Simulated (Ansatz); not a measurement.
Here is the system:

Ta2SiN:
```xyz
8
Lattice="3.2310 0.0000 0.0000 -1.6155 2.7981 0.0000 0.0000 0.0000 12.1156" Properties=species:S:1:pos:R:3 pbc="T T T"
Si     0.0000     1.8654     9.0867
Si     1.6155     0.9327     3.0289
Ta     0.0000     1.8654     1.1565
Ta     1.6155     0.9327     7.2144
Ta     1.6155     0.9327    10.9591
Ta     0.0000     1.8654     4.9013
N      0.0000     0.0000     0.0000
N      0.0000     0.0000     6.0578
```

This is the PBE-relaxed structure.

**Question.** All from PBE (plane waves, PAW; program Ansatz), unless another level is named. Give the electronic character.

**Answer.** metallic (no gap).

**Question.** Give the density of states at the Fermi level.

**Answer.** 0.37 states/eV per atom (mean over ±0.08 eV).

**Question.** What about the formation energy from the elements (no fitted shifts)?

**Answer.** -0.57 eV/atom.

**Question.** Predict the gap with spin–orbit coupling.

**Answer.** none (metallic).

Space group P6_3/mmc. The start of the workflow was typed in or built on a structure type; neither database checked (COD, Materials Project) lists it. Its standing as an ambient phase is unchecked. Symmetry was held in the PBE relaxation; whether a distortion lowers the energy is not shown. The run is not spin-polarised. The references are the lowest solids computed at this level, not always the standard phases (solids in place of the gases). Scalar-relativistic: spin–orbit coupling is off unless named, which matters more the heavier the elements.

Potentials: the later of the program's two PAW sets.
